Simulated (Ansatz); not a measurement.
Values for one crystal, relaxed and computed with plane-wave PAW r²SCAN (Ansatz code); other levels are named.

| Quantity | Value |
|---|---|
| Volume per atom | 7.37 Å³ |
| Band gap | 1.79 eV (indirect) |
| Elastic constants (relaxed ions, GPa) | C11 = 523, C12 = 112, C13 = 71.9, C14 = 17.5, C33 = 548, C44 = 155 |
| Zone-centre stability | no imaginary mode at Γ |
| Smallest direct gap on the standard path | 1.83 eV |
| Debye temperature from the elastic constants | 1470 K |
| Mechanical stability | stable (all eigenvalues of C positive) |

Problem. Which compound is it?
A. B4C, R-3m (B on 18h, B on 18h, C on 6c, C on 3b)
B. BP, wurtzite
C. SiC4, Pn-3m (Si on 2a, C on 8e)
D. SiCO4, I-4 (Si on 2a, C on 2c, O on 8g)

Solution. A, B4C, R-3m (B on 18h, B on 18h, C on 6c, C on 3b)

The workflow started from a Materials Project entry (that database holds measured and hypothetical structures alike); the Crystallography Open Database copy checked does not list it. Whether it is the stable phase at ambient conditions was not checked. The cell was relaxed with r²SCAN under the symmetry of its start.

Potentials: the earlier of the program's two PAW sets. The files were generated under PBE; for other functionals the program regenerates the frozen cores, and for LDA and PBEsol the local potential too.
